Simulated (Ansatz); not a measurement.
Data sheet: Be5Pt (DFT)

Be5Pt:
```cif
data_Be5Pt
_chemical_formula_sum 'Be5 Pt1'
_space_group_name_H-M_alt 'P 1'
_space_group_IT_number 1
_cell_length_a 4.21492
_cell_length_b 4.21492
_cell_length_c 4.21492
_cell_angle_alpha 60.000
_cell_angle_beta 60.000
_cell_angle_gamma 60.000
loop_
_space_group_symop_operation_xyz
  'x, y, z'
loop_
_atom_site_label
_atom_site_type_symbol
_atom_site_fract_x
_atom_site_fract_y
_atom_site_fract_z
_atom_site_occupancy
Be1 Be 0.75000 0.75000 0.75000 1
Be2 Be 0.87343 0.37552 0.37552 1
Be3 Be 0.37552 0.37552 0.37552 1
Be4 Be 0.37552 0.37552 0.87343 1
Be5 Be 0.37552 0.87343 0.37552 1
Pt1 Pt 0.00000 0.00000 0.00000 1
```

Space group F-43m (No. 216); conventional cell a = 5.961 Å, b = 5.961 Å, c = 5.961 Å, α = 90.00°, β = 90.00°, γ = 90.00°.

Method: r²SCAN in the plane-wave PAW code Ansatz. Geometry: relaxed at this level of theory. Other levels are named where they apply.

**Cell and energy**

- Volume per atom: 8.82 Å³
- Density: 7.53 g/cm³
- Formation energy from the elements (no fitted shifts): -0.49 eV/atom

**Electronic structure**

* **Band gap**: 0.13 eV (indirect)
* **Valence-band maximum**: on the K–Γ line, 64 % of the way from K
* **Conduction-band minimum**: at X (3 equivalent valleys)
* **Smallest direct gap on the standard path**: 0.79 eV
* **Electron effective mass**: 1.1, 7.6, 7.6 mₑ (principal values)
* **Hole effective mass**: 0.12, 0.18, 0.29 mₑ (principal values)
* **HSE06 gap on the r²SCAN cell**: 0.33 eV
* **Gap with spin–orbit coupling**: none (metallic)

**Mechanics**

- Bulk modulus (Birch–Murnaghan fit) = 174 GPa
- Pressure derivative B′ = 3.9

The workflow started from a Materials Project entry (that database holds measured and hypothetical structures alike); the Crystallography Open Database copy checked does not list it. With Be and Pt taken as one species the cell has the higher symmetry Fd-3m, so it may be an ordered model of a mixed-site phase. Its standing as an ambient phase is unchecked. The r²SCAN relaxation kept the symmetry of its start; whether a distortion lowers the energy is not shown. No spin polarisation was allowed. The references are the lowest solids computed at this level, not always the standard phases. Scalar-relativistic: spin–orbit coupling is off unless named, which matters more the heavier the elements.

Potentials: the later of the program's two PAW sets.
